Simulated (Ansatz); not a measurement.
This Ba3Ge2 structure is the end of a relaxation. The cell was found from a structure generator's guess, not taken from experiment.

These are results of DFT PBE, scalar-relativistic, plane waves, PAW (Ansatz), not measurements. Cutoff 420 eV, Γ-centred mesh, Gaussian smearing, no spin polarisation.

```xyz
5
Lattice="-2.0225 2.0225 12.1364 2.0225 -2.0225 12.1364 2.0225 2.0225 -12.1364" Properties=species:S:1:pos:R:3 pbc="T T T"
Ba    0.0000    0.0000   12.1364
Ba    0.0000    0.0000    8.1539
Ba    0.0000    0.0000   16.1189
Ge    0.0000    0.0000    2.2203
Ge    0.0000    0.0000   22.0525
```

The zero of energy is the elements' standard structures at the same level; no fitted shifts are applied.

Question: What space group does it have?

Answer: I4/mmm (No. 139). Conventional cell: a = 4.045 Å, c = 24.273 Å. Around Ba on a site of symmetry 4/mmm lie 8 Ge at 3.62 Å and 6 Ba at 3.98–4.04 Å; Ba on a site of symmetry 4mm has 4 Ge at 3.36 Å and 5 Ba at 3.98–4.04 Å; Ge is surrounded by 4 Ba at 3.36 Å and 4 Ba at 3.62 Å.

Question: How far does it lie from the elements in energy?

Answer: −0.36 eV/atom. A negative formation energy is needed for stability but isn't enough: competing phases decide.

Question: Is it a metal?

Answer: Yes, bands cross the Fermi level on the 12×12×12 mesh.

The last run used a 12×12×12 mesh for its 5-atom cell and Gaussian smearing of 0.10 eV. A structure relaxed within its symmetry needn't be a true minimum.
